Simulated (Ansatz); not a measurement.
Relaxation of NaFeO2-type RbLuO₂, step by step

The computed numbers are results of PBEsol, scalar-relativistic (no spin polarisation) in the plane-wave PAW code Ansatz at 420 eV, Γ-centred 12×12×12 mesh, 0.05 eV Gaussian smearing. The datasets are Ansatz's generated set soft_2.

The start was a prototype's sites filled with these elements; the Crystallography Open Database holds the compound in this structure.

```yaml
crystal:
  lattice:
    - [1.7363468097, 1.0024802979, 6.3036015051]
    - [-1.7363468097, 1.0024802979, 6.3036015051]
    - [0.0, -2.0049605959, 6.3036015051]
  atoms:
    - { symbol: Rb, position: [0.5, 0.5, 0.5] }
    - { symbol: Lu, position: [0.0, 0.0, 0.0] }
    - { symbol: O, position: [0.2667, 0.2667, 0.2667] }
    - { symbol: O, position: [0.7333, 0.7333, 0.7333] }
basis:
  ecutwfc: 420
  ecutrho_ratio: 4
kpoints:
  mp_grid: { grid: [12, 12, 12] }
hamiltonian:
  xc: pbesol
scf:
  occupations: { method: gaussian, width: 0.05 }
output:
  forces: true
  stress: true
  eigenvalues: true
relax:
  f_tol: 0.01
  max_steps: 60
  cell: { stress_tol: 0.04 }
```

Launched as:
```sh
ansatz run input.yaml --threads 4 --pin off --max-ram 8192MiB --backend cpu --events-out ev --progress --plain --runs-dir out
```

Positions (Å) and forces (eV/Å) at the first step:

```xyz
4
Lattice="1.736 1.002 6.304 -1.736 1.002 6.304 0.000 -2.005 6.304" Properties=species:S:1:pos:R:3:forces:R:3 pbc="T T T"
Rb    0.000    0.000    9.455    0.000    0.000    0.000
Lu    0.000    0.000    0.000    0.000    0.000    0.000
O     0.000    0.000    5.044    0.000    0.000    2.092
O     0.000    0.000   13.867    0.000    0.000   -2.092
```

**Question.** Where does the relaxation end?

**Answer.** After 7 further evaluations the energy is 105.6 meV/atom lower and the largest force component 0.001 eV/Å; space group R-3m.
```xyz
4
Lattice="1.692 0.977 6.428 -1.692 0.977 6.428 0.000 -1.954 6.428" Properties=species:S:1:pos:R:3 pbc="T T T"
Rb    0.000    0.000    9.643
Lu    0.000    0.000    0.000
O     0.000    0.000    5.303
O     0.000    0.000   13.982
```

The course:

```csv
step,E − E(end) (meV/atom),largest force component (eV/Å),P (GPa),a (Å),b (Å),c (Å),accepted
1,105.64,2.092,-6.52,6.615,6.615,6.615,yes
2,8.85,0.464,-0.13,6.621,6.621,6.621,yes
3,-0.33,0.033,-0.32,6.752,6.752,6.752,yes
4,-0.91,0.027,0.21,6.701,6.701,6.701,yes
5,-0.86,0.001,0.02,6.715,6.715,6.715,yes
6,0.01,0.002,-0.05,6.715,6.715,6.715,yes
7,-0.02,0.001,0.01,6.719,6.719,6.719,yes
8,0.00,0.001,0.01,6.719,6.719,6.719,yes
```

Late in the path the plane-wave basis is renewed for the changed cell, which shifts energy and pressure at the same geometry (Pulay error), so rows before the renewal hold an offset.

Step 3 in full:

```xyz
4
Lattice="1.692 0.977 6.463 -1.692 0.977 6.463 0.000 -1.954 6.463" Properties=species:S:1:pos:R:3:forces:R:3 pbc="T T T"
Rb    0.000    0.000    9.694    0.000    0.000    0.000
Lu    0.000    0.000    0.000    0.000    0.000    0.000
O     0.000    0.000    5.337    0.000    0.000   -0.033
O     0.000    0.000   14.051    0.000    0.000    0.033
```

Run time: 49 s on 4 threads of Arm Neoverse V1 (shared host), peak memory 0.59 GiB.

 Spin–orbit coupling, which matters for such heavy elements, is left out.
